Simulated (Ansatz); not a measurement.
BaNbNO2:
Space group P4/mmm (No. 123); a = 4.1169 Å, b = 4.1169 Å, c = 4.0986 Å, α = 90.00°, β = 90.00°, γ = 90.00°

| atom | site | symmetry | x | y | z |
|---|---|---|---|---|---|
| Ba | 1a | 4/mmm | 0.0000 | 0.0000 | 0.0000 |
| Nb | 1d | 4/mmm | 0.5000 | 0.5000 | 0.5000 |
| N | 1c | 4/mmm | 0.5000 | 0.5000 | 0.0000 |
| O | 2e | mmm. | 0.0000 | 0.5000 | 0.5000 |

Relaxed with r²SCAN.

Give the optical modes at the zone centre with their infrared activity from DFPT, plane-wave PAW r²SCAN (Ansatz code).

Transverse frequencies, without the LO–TO term; a row sums one degenerate level.

| ω (cm⁻¹) | degeneracy | IR ((D/Å)²/amu) | activity | symmetry |
|---|---|---|---|---|
| 457i | 1 | 311.17 | IR | A2u |
| 347i | 2 | 167.33 | IR | Eu |
| 143 | 2 | 6.91 | IR | Eu |
| 152 | 1 | 3.19 | IR | A2u |
| 205 | 2 | 11.46 | IR | Eu |
| 284 | 1 | 0.00 | IR-inactive | B2u |
| 468 | 1 | 14.22 | IR | A2u |
| 489 | 2 | 19.93 | IR | Eu |

How high does the top mode go among those that the LO–TO term moves?

626 cm⁻¹ for q along x, 626 cm⁻¹ for q along y, 666 cm⁻¹ for q along z.

The first step of the workflow began from a Materials Project structure, measured or hypothetical; the Crystallography Open Database copy checked does not list it. With N and O taken as one species the cell has the higher symmetry Pm-3m, so it may be an ordered model of a mixed-site phase. Its standing as an ambient phase is unchecked. The cell was relaxed with r²SCAN under the symmetry of its start. At this level the phase is dynamically unstable (imaginary phonons). The run is not spin-polarised. Spin–orbit coupling is left out wherever it is not named.

Potentials: the later of the program's two PAW sets.
